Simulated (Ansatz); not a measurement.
AgCl (rock salt, Fm-3m), PBE in the plane-wave PAW code Ansatz: ε∞ = 4.98, cell volume 44.18 Å³. Infrared-active transverse modes:

| ω_TO (cm⁻¹) | oscillator strength S_xx (e²/amu) |
|---|---|
| 92.0 | 0.07954 |

Task: Compute the static dielectric constant.

Result: Each mode adds (4.921e7/V) S/ω²: 10.46. So ε0 = 15.4.

Task: What LO frequency does the Lyddane–Sachs–Teller relation give?

Result: ω_LO = ω_TO √(ε0/ε∞) = 162 cm⁻¹.

Symmetry was held in the PBE relaxation; phonons on a q-mesh show no instability. The run is not spin-polarised. Spin–orbit coupling is left out wherever it is not named.

Potentials: the later of the program's two PAW sets.
